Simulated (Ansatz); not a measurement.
## CoPdO₂ single point

Input file of Ansatz 0.2.0:

```yaml
crystal:
  lattice:
    - [0.0, 1.64337574, 11.92591977]
    - [-1.42320645, -0.82168787, 11.92591977]
    - [1.42320645, -0.82168787, 11.92591977]
  atoms:
    - { symbol: Pd, position: [0.0, 0.0, 0.0] }
    - { symbol: Pd, position: [0.5, 0.5, 0.5] }
    - { symbol: Co, position: [0.25, 0.25, 0.25] }
    - { symbol: Co, position: [0.75, 0.75, 0.75] }
    - { symbol: O, position: [0.056075, 0.056075, 0.056075] }
    - { symbol: O, position: [0.556075, 0.556075, 0.556075] }
    - { symbol: O, position: [0.443925, 0.443925, 0.443925] }
    - { symbol: O, position: [0.943925, 0.943925, 0.943925] }
kpoints:
  mp_grid: { grid: [7, 7, 7], shift: [0, 0, 0] }
  band_path:
    path:
      - [0.0, 0.0, 0.0]
      - [1.0, 1.0, 1.0]
      - [1.0, 0.67932566, 1.32067434]
      - [0.32067434, 0.0, 0.67932566]
      - [0.5, 0.0, 0.5]
      - [0.0, 0.0, 0.0]
      - [0.0, -0.33966283, 0.33966283]
      - [0.66033717, 0.33966283, 1.0]
      - [0.5, 0.5, 1.0]
      - [0.0, 0.0, 0.0]
    npoints: 6
magnetization:
  spin_polarized: true
scf:
  occupations: { method: gaussian, width: 0.0128 }
  lower_state_search: "off"
  max_iter: 200
hamiltonian:
  pseudopotentials: { kind: paw }
  xc: pbe
  hubbard: { projectors: atomic, sites: [{ species: Pd, l: d, u_eff: 3.72 }] }
basis:
  ecutwfc: 420
  fft_grid_basis: typed
output:
  forces: true
  stress: true
  eigenvalues: true
  bader: true
  populations: true
  elf: true
  write_potential: true
  volumetric_format: npy
  dos:
    e_range: [-12, 8]
    de: 0.05
    projected: { site_lists: { Co: [Co], O: [O], Pd: [Pd] } }
checkpoint:
  read: saved_state
```

The run starts from an earlier solution of this cell. No atom carries over 0.3 μB, and the net moment is 0.45 μB a cell; the state need not be the lowest.

Parts of the output:

```
Warning: crystal.lattice misses the space group found at crystal.symmetry.tolerance 1.0e-5 in a digit that the deck types, which is why this is a warning: making the lattice exact moves one of its numbers by a whole unit of that number's last typed decimal, or more. The operation that it misses by the most changes a squared length by the fraction 1.60e-6.
band count auto-derived: 60 (N_el = 94.0; filled up to band 47; 57 by the electrons, moments and atoms)
Pseudopotentials: kind: paw
Pseudopotential: Pd, paw, valence charge 18, recommended cutoff 420 eV (normal), Pd.paw.azcp
Pseudopotential: Co, paw, valence charge 17, recommended cutoff 420 eV (normal), Co.paw.azcp
Pseudopotential: O, paw, valence charge 6, recommended cutoff 420 eV (normal), O.paw.azcp
Functional definition: PBE
  exchange = pbe_x(kappa = kappa, mu = beta*pi^2/3)
  correlation = pbe_c(beta = beta)
Crystal: 8 atoms, lattice volume = 83.679 Å³
Basis set: ecut = 420 eV, 1635 PW (Γ), exchange–correlation on 162×162×162 points (8 copies of the dense FFT grid, shifted against one another)
Bands: 60, of which v1, the nominal top of the filled ones, is band 47 counted from 1 (46 counted from 0)
Symmetry: 24 space group operations
Space group: R-3m (ITA 166), of the structure as read, at distance tolerance 4.4e-5 Å
k-points: 44 of 343
Initial density: read from a saved state, or passed on in memory by an earlier SCF of this step, an earlier step, the calling program or the single point that the run made first
Functional: x = pbe(κ = 0.804, μ = 0.2195), c = pbe(β = 0.0667)
Magnetization: 0.4490 μB (47.2245 up, 46.7755 down)
Absolute magnetization: 0.4785 μB (∫|ρ↑−ρ↓|, with the PAW one-centre terms)
Spin contamination: 0.0077 ħ² per cell (⟨S²⟩ above its minimum at these occupations)
Per-site moments (μB) at R_I (Å): [(0.1364, 0.8276), (0.1364, 0.8276), (0.0475, 0.7883), (0.0475, 0.7883), (0.0042, 0.7883), (0.0042, 0.7883), (0.0042, 0.7883), (0.0042, 0.7883)]
Free energy (F): -26462.6216 eV
Harris-Foulkes:  -26462.6216 eV  (|F-HF|=3.21e-9)
Internal energy: -26462.6213 eV  (E = F + TS)
E sigma→0 (E₀):  -26462.6214 eV
Entropy (-TS):   -0.0003 eV (-0.037 meV/atom)
Fermi energy:    14.3392 eV
--- Per-component energies (eV) ---
  E_band       = -1036.0758
  E_kinetic    = 2627.1595
  E_local      = -12125.8381  (includes V_loc(G=0)·N_el)
  E_nonlocal   = 1537.6794
  E_hartree    = 4963.6675
  E_xc         = -945.8736
  E_vxc        = -1204.3832  (∫ρ·V_xc dr)
  E_hubbard    = 1.7718  (on-site DFT+U / exact-exchange correction)
  E_vhub       = -31.4171  (the Hubbard potential's part of the band-sum identity)
  E_paw        = -11157.4841  (= ΣΔE_a)
  E_vpaw       = -1766.6282  (= ΣTr[D̂ρ^β])
  E_aug_tail   = 0.0099  (compensation charges beyond the density's cutoff)
  E_ewald      = -11363.7136
  E_smearing   = -0.0003  (= −TS)
--- Forces (eV/Å), atoms counted from 1 ---
  atom   1  Pd     0.0000     0.0000     0.0000
  atom   2  Pd     0.0000     0.0000     0.0000
  atom   3  Co     0.0000     0.0000     0.0000
  atom   4  Co     0.0000     0.0000     0.0000
  atom   5  O      0.0000     0.0000     0.4795
  atom   6  O      0.0000     0.0000     0.4795
  atom   7  O      0.0000     0.0000    -0.4795
  atom   8  O      0.0000     0.0000    -0.4795
--- Stress (GPa, compression-positive) ---
        1.1863       0.0000       0.0000
        0.0000       1.1863       0.0000
        0.0000       0.0000       2.1930
  P = ⅓ Tr σ = 1.5219 GPa (15.219 kbar)
--- Löwdin populations: 8 sites ---
  site symbol       q [e]    m [muB]
     0     Pd     17.1725     0.1425
     1     Pd     17.1725     0.1425
     2     Co     15.9588     0.0446
     3     Co     15.9588     0.0446
     4      O      6.7352     0.0132
     5      O      6.7352     0.0132
     6      O      6.7352     0.0132
     7      O      6.7352     0.0132
  spilling = 0.0085 (of n_electrons = 94.0000)
--- Bader charges: 8 sites ---
  site symbol  charge [e]  shift [e]    m [muB]
     0     Pd      0.4043     0.0011     0.1639
     1     Pd      0.4043     0.0013     0.1639
     2     Co      1.3767     0.0058     0.0508
     3     Co      1.3767     0.0058     0.0508
     4      O     -0.8905     0.0035     0.0049
     5      O     -0.8905     0.0034     0.0049
     6      O     -0.8905     0.0034     0.0049
     7      O     -0.8905     0.0035     0.0049
```

Origin: a database entry at a rescaled volume. Caveats: the k mesh is coarse if the cell is a metal.
